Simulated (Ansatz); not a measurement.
Values for one crystal, relaxed and computed with DFT-r²SCAN in the program Ansatz with PAW potentials; other levels are named.

```yaml
volume_per_atom: 5.72 Å³
band_gap: 3.15 eV (smallest direct gap 3.17 eV)
Poisson's ratio: 0.08
mechanical_stability: stable (all eigenvalues of C positive)
HSE06 gap on the r²SCAN cell: 3.95 eV
hill_bulk_and_shear_moduli: 389 and 457 GPa
Bulk modulus (Birch–Murnaghan fit): 385 GPa
```

Question: Pick the material that matches.
(A) Ge, P6_3/mmc (Ge on 4f)
(B) Si, I4/mmm (Si on 8h)
(C) C, Ibam (C on 8j, C on 4a)
(D) B, α-B12

Answer: C, C, Ibam (C on 8j, C on 4a)

The start of the workflow was typed in or built on a structure type; neither database checked (COD, Materials Project) lists it. It is not the phase usual at ambient conditions (space group No. 194, 227). The cell was relaxed with r²SCAN under the symmetry of its start; its stability against distortions is not shown here. The volume moved by 19 % from the start of the relaxation.

Potentials: the later of the program's two PAW sets.
